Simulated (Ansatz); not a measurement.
A calculation with the code Ansatz. Plane-wave DFT: natural occupations of the f shells on orthogonalised atomic orbitals at the end of the run, rising, by spin; atoms or cell relaxed as the task says.

```
cell
1.0
     5.2959    0.0000    0.0000
     0.0000    5.2959    0.0000
     0.0000    0.0000    5.2959
Eu Mg O Sr W
1 1 6 1 1
Direct
  0.3420 0.9418 0.8279
  0.8136 0.9079 0.3642
  0.5081 0.0320 0.1953
  0.0405 0.7070 0.5515
  0.5957 0.6890 0.6029
  0.8030 0.1813 0.6410
  0.7574 0.5783 0.0784
  0.1850 0.3866 0.8684
  0.3388 0.4523 0.3265
  0.8643 0.4841 0.7644
```

Starting moments (μB): Eu 7.35; others 0.

cell charge: 0 e
spin: collinear
scf start: atoms
lower state search: off
functional: PBEsol
wave cutoff: 420 eV
k mesh: 1, 1, 1
k shift: 0, 0, 0 mesh steps
gaussian smearing: 0.05 eV
task: relax cell and atoms

Task: How are the f shells occupied at the end?

Result: 

```json
{"shell atom": "1", "shell element": "Eu", "shell spin": "up", "shell occupation 1 (e)": "0.71", "shell occupation 2 (e)": "0.95", "shell occupation 3 (e)": "0.98", "shell occupation 4 (e)": "0.99", "shell occupation 5 (e)": "0.99", "shell occupation 6 (e)": "1", "shell occupation 7 (e)": "1"}
{"shell atom": "1", "shell element": "Eu", "shell spin": "down", "shell occupation 1 (e)": "0", "shell occupation 2 (e)": "0", "shell occupation 3 (e)": "0.01", "shell occupation 4 (e)": "0.01", "shell occupation 5 (e)": "0.01", "shell occupation 6 (e)": "0.02", "shell occupation 7 (e)": "0.03"}
```

Caveats: 4f shell without a U, which puts 4f levels too near the Fermi level; coarse k mesh; occupations loosely converged; open f or d shells may hold a state above the lowest.
